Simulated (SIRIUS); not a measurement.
## Convergence series on a (101) slab of Al3GaN4 (cut from a parent of space group no. 215; 16 atoms in the cell)

```xyz
16
Lattice="4.3891 0.0000 0.0000 0.0000 6.2071 0.0000 0.0000 0.0000 16.7048" Properties=species:S:1:pos:R:3 pbc="T T T"
Al     2.1946     0.3096     6.0364
Al     2.1946     3.4132     6.0364
Al     0.0000     1.8614     7.5925
Al     2.1946     3.4132     9.1487
Al     2.1946     0.3096     9.1487
Al     0.0000     4.9650    10.7048
Ga     0.0000     4.9650     7.5925
Ga     0.0000     1.8614    10.7048
N      3.2662     0.3459     7.5925
N      1.1229     4.9650     6.0000
N      1.1229     1.8614     6.0727
N      3.2662     3.3769     7.5925
N      3.2662     3.4494    10.7048
N      1.1229     1.8614     9.1123
N      1.1229     4.9650     9.1850
N      3.2662     0.2734    10.7048
```

Computed with LDA (PW92), PseudoDojo 0.4 standard norm-conserving LDA (tails mended) pseudopotentials (plane waves; SIRIUS).

Forces above 1 eV/Å remain at this geometry. No dipole correction was used; where the two faces of such a cut differ, images can couple through a dipole. The bare cut can leave dangling bonds, and the run has no spin polarisation, so a lower magnetic or reconstructed surface may exist.

Held fixed: parameters.ngridk = 3 2 1; parameters.xc_functionals = [XC_LDA_X, XC_LDA_C_PW]; parameters.smearing = fermi_dirac; parameters.smearing_width = 0.00183747 Ha; potentials = PseudoDojo 0.4 standard norm-conserving LDA (tails mended) pseudopotentials; parameters.electronic_structure_method = pseudopotential; parameters.num_bands = 50; parameters.num_mag_dims = 0; parameters.num_dft_iter = 100; parameters.energy_tol = 1e-07 Ha; parameters.density_tol = 1e-06; mixer.type = broyden2; mixer.beta = 0.7; mixer.use_hartree = true. Moved along with it: parameters.pw_cutoff.

ΔF is the free energy per atom less that of the last row (9.165 1/bohr).

The series runs over parameters.gk_cutoff = 5.797 1/bohr; 6.481 1/bohr; 7.099 1/bohr; 7.668 1/bohr; 8.198 1/bohr; 9.165 1/bohr.

```
parameters.gk_cutoff  ΔF (meV/atom)  largest force (eV/Å)  largest change of a force vector from the last row (eV/Å)  plane waves  iterations  rough cost (cheapest run = 1)
--------------------  -------------  --------------------  ---------------------------------------------------------  -----------  ----------  -----------------------------
5.797 1/bohr                11437.9                 3.120                                                      0.367        10121          37                              1
6.481 1/bohr                 3675.5                 3.187                                                      0.161        14160          28                              1
7.099 1/bohr                  869.2                 3.224                                                      0.068        18666          28                              2
7.668 1/bohr                  148.2                 3.226                                                      0.037        23402          28                              2
8.198 1/bohr                   16.7                 3.225                                                      0.003        28613          28                              2
9.165 1/bohr                   0.00                 3.225                                                      0.000        39954          28                              3
```

Force vectors within 0.02 eV/Å of the last row: from parameters.gk_cutoff = 8.198 1/bohr on; the one before it is off by 0.037 eV/Å. Only the last setting checks this, so the series should go further.

Energy within 5 meV/atom of the last row: only the last setting itself: the one before it still differs by 17 meV/atom, so the series does not show convergence to this tolerance.

“Tails mended”: in these copies of the files the far tail of each local potential was reset to the Coulomb form.
